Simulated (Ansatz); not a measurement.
## Stiffness of NbCd3 from strained cells

```yaml
crystal:
  lattice:
    - [4.21500, 0.00000, 0.00000]
    - [0.00000, 4.21500, 0.00000]
    - [0.00000, 0.00000, 4.21500]
  atoms:
    - { symbol: Nb, position: [0.00000, 0.00000, 0.00000] }
    - { symbol: Cd, position: [0.00000, 0.50000, 0.50000] }
    - { symbol: Cd, position: [0.50000, 0.00000, 0.50000] }
    - { symbol: Cd, position: [0.50000, 0.50000, 0.00000] }
```

Atoms are numbered in the order listed.

The conventional cell has a = 4.215 Å, b = 4.215 Å, c = 4.215 Å, α = 90.00°, β = 90.00°, γ = 90.00°. Around Nb (atom 1) lie 12 Cd at 2.98 Å. Cd (atom 2) has 4 Nb at 2.98 Å and 8 Cd at 2.98 Å as nearest neighbours.

The cell comes from COD entry 2310296, which wasn't checked; take it as a given geometry.

Spin polarisation is left out, and whether a magnetic state lies lower isn't shown here.

Method: Ansatz 0.2.0, DFT, LDA, all-electron LAPW, scalar-relativistic.

The runs use a Γ-centred 9×9×9 k mesh, Fermi–Dirac smearing of 0.08 eV, basis error target 0.5 meV/atom, no spin polarisation.

The unstrained cell is at -2.53 GPa. Large strains and very small stresses are left out. Each strain is applied once, with fractional coordinates held (clamped ions), and σ below is the change of stress, positive in tension. One finite strain gives stress–strain coefficients at this pressure with an error of the order of the strain times third-order constants, a few per cent for each per cent of strain. In a metal the k mesh adds noise of tens of per cent to soft shears.

Task: Estimate the stiffness probed by this change, and the stress that it gives: equal xy, yz and zx engineering shear strains of -1 %.

Result: σxy = -0.71 GPa and γxy = 2εxy = -0.0100, so C44 (clamped ions) = σxy/γxy = 71 GPa.

Task: Estimate the stiffness probed by this change, and the stress that it gives: equal xy, yz and zx engineering shear strains of +1 %.

Result: σxy = 0.72 GPa and γxy = 2εxy = 0.0100, so C44 (clamped ions) = σxy/γxy = 72 GPa.
